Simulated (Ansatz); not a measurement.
This cell of NiSi (MnP type, space group Pnma) is off equilibrium:

```yaml
crystal:
  lattice:
    - [4.83374, 0.00000, 0.00000]
    - [0.00000, 3.15315, 0.00000]
    - [0.00000, 0.00000, 5.25376]
  atoms:
    - { symbol: Ni, position: [0.51361, 0.25000, 0.68199] }
    - { symbol: Ni, position: [0.01361, 0.25000, 0.81801] }
    - { symbol: Ni, position: [0.48639, 0.75000, 0.31801] }
    - { symbol: Ni, position: [0.98639, 0.75000, 0.18199] }
    - { symbol: Si, position: [0.67200, 0.25000, 0.08665] }
    - { symbol: Si, position: [0.17200, 0.25000, 0.41335] }
    - { symbol: Si, position: [0.32800, 0.75000, 0.91335] }
    - { symbol: Si, position: [0.82800, 0.75000, 0.58665] }
```

Method: r2SCAN (plane waves to 500 eV, PAW, scalar-relativistic; Ansatz, a first-principles code). k mesh 9×14×9 (Γ-centred), Fermi-Dirac smearing 0.05 eV. The energy includes the smearing's −TS. Stress and pressure are positive under compression. NiSi is run without spin polarisation. NiSi was relaxed with its symmetry unable to fall. The PAW data are Ansatz's earlier set.

**Question.** Give the stress tensor in GPa and the pressure.

**Answer.** 
```
   48.7      0.0      0.0
    0.0     50.1      0.0
    0.0      0.0     43.2
```
The pressure, a third of the trace, is 47.3 GPa.

**Question.** It is the relaxed cell scaled evenly to V/V₀ = 0.840, atoms relaxed where free. What is its energy relative to the relaxed cell?

**Answer.** 240 meV/atom.

(Under strain, the slope of the energy per volume gives the stress and its curvature an elastic modulus.)
